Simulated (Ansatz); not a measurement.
## Wurtzite alloy of AlN and SiC (45 of 48 Al sites, 45 of 48 N sites exchanged), 96 atoms

Ansatz, PAW, plane waves. PBEsol relaxation of cell lengths and atoms (angles held) at the single k point (¼, ¼, ¼) without its symmetry partners; single points on the relaxed atoms at the Γ point alone, onto which points of the small cell's zone fold. Arrangement: unlike neighbours preferred. No spin–orbit coupling unless named.

Relaxed structure:

```yaml
crystal:
  lattice:
    - [9.24014, 0.00000, 0.00000]
    - [0.00000, 10.66855, 0.00000]
    - [0.00000, 0.00000, 10.09335]
  atoms:
    - { symbol: Si, position: [0.16452, 0.08176, 0.25016] }
    - { symbol: Si, position: [0.16725, 0.08287, 0.74984] }
    - { symbol: Si, position: [0.99956, 0.33325, 0.24999] }
    - { symbol: Si, position: [0.99734, 0.33169, 0.74823] }
    - { symbol: Si, position: [0.50140, 0.08280, 0.25031] }
    - { symbol: Si, position: [0.49866, 0.08247, 0.75111] }
    - { symbol: Si, position: [0.33215, 0.33531, 0.24935] }
    - { symbol: Si, position: [0.33347, 0.33350, 0.74929] }
    - { symbol: Si, position: [0.16806, 0.58406, 0.25296] }
    - { symbol: Si, position: [0.16442, 0.58437, 0.74736] }
    - { symbol: Si, position: [0.00052, 0.83400, 0.25052] }
    - { symbol: Si, position: [0.00105, 0.83358, 0.74843] }
    - { symbol: Si, position: [0.83383, 0.08181, 0.24991] }
    - { symbol: Si, position: [0.83293, 0.08197, 0.74836] }
    - { symbol: Si, position: [0.66698, 0.33313, 0.24874] }
    - { symbol: Si, position: [0.66727, 0.33185, 0.74934] }
    - { symbol: Si, position: [0.49807, 0.58422, 0.25109] }
    - { symbol: Si, position: [0.50218, 0.58419, 0.74919] }
    - { symbol: Si, position: [0.33206, 0.83084, 0.25243] }
    - { symbol: Si, position: [0.33394, 0.83516, 0.75122] }
    - { symbol: Si, position: [0.83262, 0.58463, 0.25016] }
    - { symbol: Si, position: [0.66677, 0.83320, 0.25059] }
    - { symbol: Si, position: [0.66372, 0.83356, 0.75002] }
    - { symbol: Si, position: [0.00045, 0.16550, 0.50030] }
    - { symbol: Si, position: [0.99881, 0.16725, 0.99872] }
    - { symbol: Si, position: [0.33329, 0.16730, 0.50061] }
    - { symbol: Si, position: [0.33254, 0.16793, 0.99697] }
    - { symbol: Si, position: [0.16466, 0.41725, 0.50121] }
    - { symbol: Si, position: [0.16361, 0.41671, 0.99755] }
    - { symbol: Si, position: [0.00003, 0.66724, 0.50171] }
    - { symbol: Si, position: [0.99774, 0.66587, 0.00001] }
    - { symbol: Si, position: [0.66519, 0.16551, 0.49975] }
    - { symbol: Si, position: [0.66820, 0.16684, 0.99950] }
    - { symbol: Si, position: [0.49805, 0.41788, 0.50005] }
    - { symbol: Si, position: [0.50298, 0.41730, 0.99865] }
    - { symbol: Si, position: [0.33168, 0.66614, 0.50168] }
    - { symbol: Si, position: [0.16737, 0.91466, 0.49991] }
    - { symbol: Si, position: [0.16766, 0.91687, 0.99926] }
    - { symbol: Si, position: [0.83564, 0.41707, 0.50090] }
    - { symbol: Si, position: [0.83214, 0.41804, 0.00071] }
    - { symbol: Si, position: [0.66643, 0.66864, 0.50058] }
    - { symbol: Si, position: [0.66707, 0.66516, 0.99986] }
    - { symbol: Si, position: [0.49836, 0.91630, 0.99892] }
    - { symbol: Si, position: [0.83183, 0.91486, 0.49963] }
    - { symbol: Si, position: [0.83355, 0.91476, 0.99902] }
    - { symbol: Al, position: [0.83123, 0.58378, 0.74922] }
    - { symbol: Al, position: [0.33422, 0.66632, 0.99846] }
    - { symbol: Al, position: [0.50019, 0.91693, 0.50045] }
    - { symbol: C, position: [0.00123, 0.16716, 0.18709] }
    - { symbol: C, position: [0.00107, 0.16495, 0.68790] }
    - { symbol: C, position: [0.33292, 0.16773, 0.68837] }
    - { symbol: C, position: [0.16627, 0.41642, 0.18522] }
    - { symbol: C, position: [0.16573, 0.41637, 0.68981] }
    - { symbol: C, position: [0.00268, 0.66638, 0.18776] }
    - { symbol: C, position: [0.00677, 0.67054, 0.68652] }
    - { symbol: C, position: [0.66644, 0.16735, 0.18862] }
    - { symbol: C, position: [0.66489, 0.16600, 0.68652] }
    - { symbol: C, position: [0.50002, 0.41407, 0.18920] }
    - { symbol: C, position: [0.50072, 0.41505, 0.68573] }
    - { symbol: C, position: [0.33208, 0.66490, 0.19391] }
    - { symbol: C, position: [0.33245, 0.66548, 0.69184] }
    - { symbol: C, position: [0.16794, 0.91829, 0.18718] }
    - { symbol: C, position: [0.16711, 0.91834, 0.68763] }
    - { symbol: C, position: [0.83245, 0.41576, 0.19086] }
    - { symbol: C, position: [0.83159, 0.40760, 0.68304] }
    - { symbol: C, position: [0.66458, 0.66629, 0.18827] }
    - { symbol: C, position: [0.65868, 0.67161, 0.68430] }
    - { symbol: C, position: [0.49758, 0.91819, 0.18810] }
    - { symbol: C, position: [0.49913, 0.91892, 0.69649] }
    - { symbol: C, position: [0.83392, 0.91661, 0.18655] }
    - { symbol: C, position: [0.83283, 0.91621, 0.68785] }
    - { symbol: C, position: [0.16807, 0.08358, 0.43613] }
    - { symbol: C, position: [0.16605, 0.08535, 0.93963] }
    - { symbol: C, position: [0.99915, 0.33168, 0.43717] }
    - { symbol: C, position: [0.99829, 0.33404, 0.93727] }
    - { symbol: C, position: [0.49901, 0.09516, 0.43259] }
    - { symbol: C, position: [0.49980, 0.08644, 0.94155] }
    - { symbol: C, position: [0.33208, 0.33346, 0.43609] }
    - { symbol: C, position: [0.33252, 0.33563, 0.93929] }
    - { symbol: C, position: [0.16466, 0.58117, 0.43967] }
    - { symbol: C, position: [0.99934, 0.83422, 0.43769] }
    - { symbol: C, position: [0.00203, 0.83166, 0.93738] }
    - { symbol: C, position: [0.83235, 0.08499, 0.43753] }
    - { symbol: C, position: [0.83354, 0.08236, 0.93713] }
    - { symbol: C, position: [0.66794, 0.33176, 0.93777] }
    - { symbol: C, position: [0.50092, 0.58127, 0.43852] }
    - { symbol: C, position: [0.50720, 0.57812, 0.93449] }
    - { symbol: C, position: [0.32618, 0.82890, 0.43696] }
    - { symbol: C, position: [0.33126, 0.83988, 0.93627] }
    - { symbol: C, position: [0.83263, 0.58119, 0.43822] }
    - { symbol: C, position: [0.83484, 0.58284, 0.94653] }
    - { symbol: C, position: [0.67380, 0.83014, 0.43374] }
    - { symbol: C, position: [0.66667, 0.83276, 0.93920] }
    - { symbol: N, position: [0.33208, 0.16787, 0.18649] }
    - { symbol: N, position: [0.15738, 0.57830, 0.93415] }
    - { symbol: N, position: [0.66704, 0.33437, 0.43664] }
```

Problem. What are the mean bond lengths by pair (pairs within 1.2 times the sum of covalent radii, less contacts 15 % beyond the pair's median; cation–cation pairs of compounds aside; long ionic contacts are cut short by that bound)?

Solution. Al–C 1.978 ± 0.018 Å (standard deviation, 11 bonds); Al–N 1.993 ± 0.000 Å (standard deviation, 1 bonds); C–Si 1.882 ± 0.022 Å (standard deviation, 169 bonds); N–Si 1.896 ± 0.022 Å (standard deviation, 11 bonds).

Problem. What gap lies between the top filled and the lowest empty level in the single points?

Solution. HSE06 3.13 eV (22 s on NVIDIA GB300); r²SCAN 2.57 eV (4.8 s on NVIDIA GB300).
